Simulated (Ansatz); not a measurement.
# Structure relaxation, Ti

The start is a relaxed Ti cell with every coordinate shifted by Gaussian noise of σ = 0.3 Å. The structure is fully relaxed (lattice and positions, P = 0) with r2SCAN (plane waves to 500 eV, PAW, scalar-relativistic; Ansatz, an electronic-structure program). The first steps use a coarse 13×13×7 k-mesh.

Initial structure:
```
CELL_PARAMETERS angstrom
      2.93591     0.00000     0.00000
     -1.46796     2.54258     0.00000
      0.00000     0.00000     4.63642
ATOMIC_POSITIONS crystal
  Ti 0.31720 0.62396 0.70639
  Ti 0.57785 0.18378 0.05002
```

**Question.** By how much does the energy per atom fall from start to end?

**Answer.** 0.94 eV/atom.

**Question.** Is the parent structure recovered?

**Answer.** The parent structure is recovered, P6₃/mmc (No. 194).

**Question.** How do the shortest distances between atoms change?

**Answer.** The closest pairs of elements (up to four, under 3.6 Å), start → end: Ti–Ti 2.14 → 2.87 Å.

**Question.** What band gap does the relaxed structure have at this level?

**Answer.** No gap (metallic).

Final structure:

```cif
data_Ti2
_chemical_formula_sum 'Ti2'
_space_group_name_H-M_alt 'P63/mmc'
_space_group_IT_number 194
_space_group_name_Hall '-P 6c 2c'
_cell_length_a 2.93593
_cell_length_b 2.93593
_cell_length_c 4.63637
_cell_angle_alpha 90.000
_cell_angle_beta 90.000
_cell_angle_gamma 120.000
loop_
_atom_site_label
_atom_site_type_symbol
_atom_site_symmetry_multiplicity
_atom_site_Wyckoff_symbol
_atom_site_fract_x
_atom_site_fract_y
_atom_site_fract_z
_atom_site_occupancy
Ti1 Ti 2 c 0.33333 0.66667 0.25000 1
```

Final values are on a 18×18×10 k-mesh of the relaxed cell. The start holds a very short contact (Ti–Ti 2.14 Å). No spin polarisation in the result.

The run could not lose the symmetry of its start.
